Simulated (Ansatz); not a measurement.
C:
```cif
data_C3
_chemical_formula_sum 'C3'
_space_group_name_H-M_alt 'P6222'
_space_group_IT_number 180
_space_group_name_Hall 'P 62 2 (0 0 4)'
_cell_length_a 2.60036
_cell_length_b 2.60036
_cell_length_c 2.79946
_cell_angle_alpha 90.000
_cell_angle_beta 90.000
_cell_angle_gamma 120.000
loop_
_atom_site_label
_atom_site_type_symbol
_atom_site_symmetry_multiplicity
_atom_site_Wyckoff_symbol
_atom_site_fract_x
_atom_site_fract_y
_atom_site_fract_z
_atom_site_occupancy
C1 C 3 c 0.50000 0.00000 0.00000 1
```

Relaxed with r²SCAN.

### Question
Tabulate the valence density and the electron localisation function along the shortest C–C contact (1.60 Å), DFT-r²SCAN in the program Ansatz with PAW potentials.

### Answer


| distance from C (Å) | density (e/Å³) | ELF |
|---|---|---|
| 0.16 | 1.71 | 0.06 |
| 0.24 | 1.77 | 0.18 |
| 0.32 | 1.81 | 0.40 |
| 0.40 | 1.80 | 0.63 |
| 0.48 | 1.74 | 0.79 |
| 0.56 | 1.65 | 0.87 |
| 0.64 | 1.56 | 0.91 |
| 0.72 | 1.50 | 0.93 |
| 0.80 | 1.48 | 0.94 |
| 0.88 | 1.50 | 0.93 |
| 0.96 | 1.56 | 0.91 |
| 1.04 | 1.65 | 0.87 |
| 1.12 | 1.74 | 0.79 |
| 1.20 | 1.80 | 0.63 |
| 1.28 | 1.81 | 0.40 |
| 1.36 | 1.77 | 0.18 |
| 1.44 | 1.71 | 0.06 |

The density is the valence pseudo-density with augmentation charge, so density and ELF within about 1 Å of a nucleus are not all-electron values.

Space group P6_222. The start of the workflow was typed in or built on a structure type; neither database checked (COD, Materials Project) lists it. It is not the phase usual at ambient conditions (space group No. 194, 227). The cell was relaxed with r²SCAN under the symmetry of its start; its stability against distortions is not shown here.

Potentials: the later of the program's two PAW sets.
